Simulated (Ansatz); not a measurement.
CdTe:
```
CdTe
1.0
    3.78615     0.00000     0.00000
    0.00000     3.78615     0.00000
    0.00000     0.00000     3.78615
Cd Te
1 1
Direct
  0.00000   0.00000   0.00000
  0.50000   0.50000   0.50000
```

Relaxed with PBE. Special points in fractions of this cell's reciprocal vectors: Γ (0.000, 0.000, 0.000); X (0.000, 0.500, 0.000); M (0.500, 0.500, 0.000); R (0.500, 0.500, 0.500).

Task: List the band energies nearest the Fermi level at these points for PBE (plane waves, PAW; program Ansatz).

Result: In eV from the Fermi level; about four levels below and three above (degenerate sets whole), none deeper than 8.9 eV; … stands for higher levels left out; points with the same levels are listed once.

```
k                          below                above
-  -----------------------------  -------------------
Γ        -1.18 -0.97 -0.97 -0.97          4.93 4.93 …
X  -8.43 -8.42 -8.42 -8.27 -5.86       0.35 0.35 2.81
M        -7.89 -4.21 -4.21 -1.98       0.63 6.46 6.46
R  -8.15 -8.15 -2.24 -2.24 -2.24  0.38 0.95 0.95 0.95
```

Space group Pm-3m (CsCl type). The start of the workflow was typed in or built on a structure type; neither database checked (COD, Materials Project) lists it. It is not the phase usual at ambient conditions (space group No. 216). The PBE relaxation kept the symmetry of its start; whether a distortion lowers the energy is not shown. The volume moved by 18 % from the start of the relaxation. Spin–orbit coupling is left out wherever it is not named.

Potentials: the earlier of the program's two PAW sets.
